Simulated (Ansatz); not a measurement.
Relaxed-ion elastic tensor of TaC (rock salt, Fm-3m) in GPa (Voigt order), PBEsol (plane waves, PAW; program Ansatz); density 14.65 g/cm³, 10.94 Å³ per atom.

```csv
,1,2,3,4,5,6
1,780,127,127,0.0,0.0,0.0
2,127,780,127,0.0,0.0,0.0
3,127,127,780,0.0,0.0,0.0
4,0.0,0.0,0.0,185,0.0,0.0
5,0.0,0.0,0.0,0.0,185,0.0
6,0.0,0.0,0.0,0.0,0.0,185
```

Task: Is the crystal mechanically stable?

Result: Yes: the smallest eigenvalue of C is 185 GPa.

Task: Work out the Voigt, Reuss and Hill averages.

Result: K_V = 344, K_R = 344, K_H = 344; G_V = 241, G_R = 223, G_H = 232 GPa.

Task: Give Young's modulus, Poisson's ratio, Pugh's ratio and the universal anisotropy index.

Result: E = 9KG/(3K + G) = 569 GPa; ν = 0.22; K/G = 1.48 (brittle by the Pugh limit of 1.75); A_U = 5G_V/G_R + K_V/K_R − 6 = 0.40.

Task: Estimate the sound speeds and the Debye temperature.

Result: v_l = √((K + 4G/3)/ρ) = 6680 m/s, v_t = √(G/ρ) = 3980 m/s, mean 4410 m/s; Θ = (h/k)(3n/4πV)^(1/3) v_m = 591 K.

Task: Give the Zener ratio and Young's modulus along [100], [110] and [111].

Result: A = 2C44/(C11 − C12) = 0.57; 1/E = S11 − 2(S11 − S12 − S44/2)Γ with Γ = 0, 1/4, 1/3 gives 744, 518, 470 GPa.

The cell was relaxed with PBEsol under the symmetry of its start. No spin polarisation was allowed. As this level gives no gap, shear constants depend on the k-mesh and smearing (Fermi–Dirac, 0.1 eV here). Scalar-relativistic: spin–orbit coupling is off unless named, which matters more the heavier the elements.

Potentials: the later of the program's two PAW sets.
